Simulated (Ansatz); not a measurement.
A crystal relaxed with r2SCAN in Ansatz 0.2.0 has space group Cm (No. 8) and a = 12.766 Å, b = 3.845 Å, c = 6.703 Å, β = 99.6°.

| atom | site | x | y | z |
| --- | --- | --- | --- | --- |
| B | 2a | 0.0012 | 0.0000 | 0.0051 |
| Xx | 2a | 0.0007 | 0.5000 | 0.4988 |
| Xx | 2a | 0.2462 | 0.5000 | 0.2378 |
| Xx | 2a | 0.2535 | 0.0000 | 0.7626 |
| As | 2a | 0.4475 | 0.0000 | 0.8439 |
| As | 2a | 0.4404 | 0.5000 | 0.2812 |
| As | 2a | 0.1669 | 0.0000 | 0.0566 |
| As | 2a | 0.1937 | 0.5000 | 0.5641 |

r2SCAN gives a direct gap of 0.67 eV at Γ. The HSE06 gap is direct at Γ: 1.13 eV. PBE gives a direct gap of 0.38 eV at Γ. Meshes: r2SCAN 8×8×4, HSE06 4×4×2, PBE 8×8×4.

**Question.** Which element is Xx?
A. Ga
B. Al
C. In
D. Tl

**Answer.** A. Xx is Ga: an ordered 8-atom cell of Ga3BAs4 on the zincblende lattice (Cm). Around B lie 4 As at 2.09–2.26 Å; around Ga lie 4 As at 2.43–2.52 Å; around Ga lie 4 As at 2.39–2.45 Å; around As lie 2 B at 2.26 Å and 2 Ga at 2.45–2.52 Å; around As lie 1 B at 2.12 Å and 3 Ga at 2.45–2.46 Å; around As lie 1 B at 2.09 Å and 3 Ga at 2.41–2.42 Å; around As lie 4 Ga at 2.39–2.43 Å.

No spin polarisation. The prototype was imposed, so other structures may be more stable.

Spin-orbit coupling is left out.

The meshes of the hybrids are coarse, so their gaps aren't converged to the digits shown.
